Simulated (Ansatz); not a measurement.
# MoS: which magnetic state is lowest?

Computed with DFT r2SCAN, scalar-relativistic, plane waves, PAW (Ansatz 0.2.0).

```
Mo S
1.0
     3.19039    0.00000    0.00000
    -1.59519    2.76296    0.00000
     0.00000    0.00000    6.40372
Mo S
2 2
Cartesian
  0.0000 0.0000 0.0000
  0.0000 0.0000 3.2019
  0.0000 1.8420 1.6009
  1.5952 0.9210 4.8028
```

```json
{"plane-wave cutoff": "500 eV", "Γ-centred k-mesh": "18×18×8", "occupation rule": "Gaussian smearing, 0.1 eV", "list of starting moments (μB, in atom order)": "3.5 3.5 0 0", "check for lower electronic states after the SCF": "off"}
```

All runs keep this geometry, which isn't relaxed for the lowest state (largest force there 0.000 eV/Å, pressure 6.2 GPa) and needn't be a stable compound; relaxing each order can shift differences of a few meV. Site moments are spin moments in atom-centred spheres that scale with the neighbour distance. The states are those that the runs reached from these starts; a lower one can exist. No antiferromagnetic start is among these.

Task: Starts tried: no spin; large parallel starting moments. Which state comes out lowest, and what are the moments?

Result: All starts lose their moments; the cell is non-magnetic at this level.

```json
{"start": "no spin", "ends": "non-magnetic", "energy above lowest (meV/atom)": "0.00", "site moments (μB)": "none over 0.05", "gap on mesh (eV)": "metal", "P (GPa)": "6.2"}
{"start": "large parallel starting moments", "ends": "non-magnetic", "energy above lowest (meV/atom)": "0.00", "site moments (μB)": "none over 0.05", "gap on mesh (eV)": "metal", "P (GPa)": "6.2"}
```

Cost: 2 runs of about 6.9 core-minutes in all, on Intel Xeon Processor @ 2.50GHz (Skylake/Cascade Lake) (shared hosts).